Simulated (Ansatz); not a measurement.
**Slab of bcc Mo (111), 6 layers**

The slab is cut from the bcc crystal, the stable phase, as relaxed on PAW files (15.79 Å³/atom), with 16 Å of vacuum and a dipole correction:

```yaml
crystal:
  lattice:
    - [4.47010, 0.00000, 0.00000]
    - [-2.23505, 3.87122, 0.00000]
    - [0.00000, 0.00000, 20.56230]
  atoms:
    - { symbol: Mo, position: [0.16667, 0.33333, 0.38906] }
    - { symbol: Mo, position: [0.50000, 0.00000, 0.43344] }
    - { symbol: Mo, position: [0.83333, 0.66667, 0.47781] }
    - { symbol: Mo, position: [0.16667, 0.33333, 0.52219] }
    - { symbol: Mo, position: [0.50000, 0.00000, 0.56656] }
    - { symbol: Mo, position: [0.83333, 0.66667, 0.61094] }
```

Computed with Ansatz 0.2.0; functional PBE, scalar-relativistic. Settings: a Γ-centred 10×10×1 k mesh, Fermi–Dirac smearing of 0.1 eV, no spin polarisation. Methods: LAPW: all electrons, basis error target 1 meV/atom; PAW: frozen-core files, cutoff 420 eV.

The bulk energy comes from a cell in the slab's orientation on a 10×10×13 mesh. The surface energy is (E(slab) − N·E(bulk))/2A at zero smearing, the mean of both faces; thin slabs carry quantum-size effects.

Task: As cut, the LAPW slab lies 7.351 eV above 6 atoms of bulk. What surface energy is that?

Result: Over two faces of 17.30 Å² it is 212.4 meV/Å², and times 16.02 J/m² per eV/Å² that gives γ = 3.403 J/m².

```csv
method,γ as cut (J/m²),γ relaxed (J/m²),Φ as cut (eV),Φ relaxed (eV)
LAPW,3.403,?,?,3.98
```

Task: Give the missing entry: row "LAPW", column "Φ as cut (eV)".

Result: 3.76.

Task: What belongs in the row "LAPW", column "γ relaxed (J/m²)"?

Result: 3.093.

Task: How do the spacings between the planes relax?

Result: From the bottom face up: d12 -19.6 % of 0.912 Å, d23 -22.8 % of 0.912 Å, d34 +20.6 % of 0.912 Å, d45 -22.8 % of 0.912 Å, d56 -19.6 % of 0.912 Å.

Task: What changes if relativity is switched off, at the same positions?

Result: LAPW then gives: no gap, work function 3.93 eV.

Task: A 3d core hole is made on one atom of each kind in every 1×1 cell (PAW hole dataset, neutral cell, valence without spin). What does it cost by layer?

Result: layer 1 226.69 eV, layer 2 226.84 eV, layer 3 227.07 eV. Shifts between layers mean more than the absolute values, and a whole layer of holes screens otherwise than one hole.
